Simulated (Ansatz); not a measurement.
KTaO₃ (cubic perovskite), relaxed and computed with several functionals in Ansatz (plane waves, PAW).

```
functional  a (Å)  gap (eV)  B₀ by P(V) fit (GPa)
----------  -----  --------  --------------------
PBE         4.023      2.17                   189
HSE06       3.985      3.60                   213
r²SCAN      3.989      2.64                   210
LDA         3.951      2.14                   219
```

All cells were relaxed under the symmetry of their starts (and spin orders); stability against distortions was not tested throughout. Named crystals with no word on spin ran without spin polarisation. Scalar-relativistic: spin–orbit coupling is off unless named, which matters more the heavier the elements.

Potentials: the earlier of the program's two PAW sets. The files were generated under PBE; for other functionals the program regenerates the frozen cores, and for LDA and PBEsol the local potential too.

Ansatz (a first-principles code) is a plane-wave DFT program.
